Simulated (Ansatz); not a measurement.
## Al2O3 — electric field gradients

The cell is a measured structure from the Crystallography Open Database (COD), ions relaxed with PBE at fixed cell.

Space group R-3c:H (No. 167); a = 4.7605, c = 12.9956 Å, γ = 120.00°.

| site | Wyckoff | site symmetry | x | y | z |
| --- | --- | --- | --- | --- | --- |
| Al | 12c | 3. | 0.0000 | 0.0000 | 0.8521 |
| O | 18e | .2 | 0.9731 | 0.3333 | 0.0833 |

One atom of each set is listed; the run and its k-mesh use a cell of 10 atoms with edges of 5.13, 5.13, 5.13 Å.

Level of theory: DFT, r2SCAN, plane waves and PAW, scalar-relativistic, 500 eV cutoff, Γ-centred 8×8×8 k-points, Fermi–Dirac smearing 0.02 eV (Ansatz 0.2.0).

C_Q = eQV_zz/h, which is 24.18 MHz for Q = 1 b and V_zz = 10²¹ V/m²; η = (V_xx − V_yy)/V_zz. ν_Q = 3|C_Q|/[2I(2I − 1)].

²⁷Al: I = 5/2, Q = 146.6 mb; 17O: I = 5/2, Q = -25.58 mb. Quadrupole moments are those of Pyykkö's year-2017 table.

(1) Which values are expected at the nuclei?

Results:

(1) 

```
site  atoms                               first shell  C_Q (MHz)     η  ν_Q (MHz)
  Al      4                        6 O at 1.86–1.97 Å       1.99  0.00      0.298
   O      6  4 Al at 1.86–1.97 Å; also 2 Al at 3.22 Å       2.39  0.51      0.358
```

An axis of threefold or higher order runs through Al, so V_zz lies along it and η is zero.

With these PAW files V_zz is typically within 2 to 3 % of all-electron values, but misses above 10 % occur on Al.
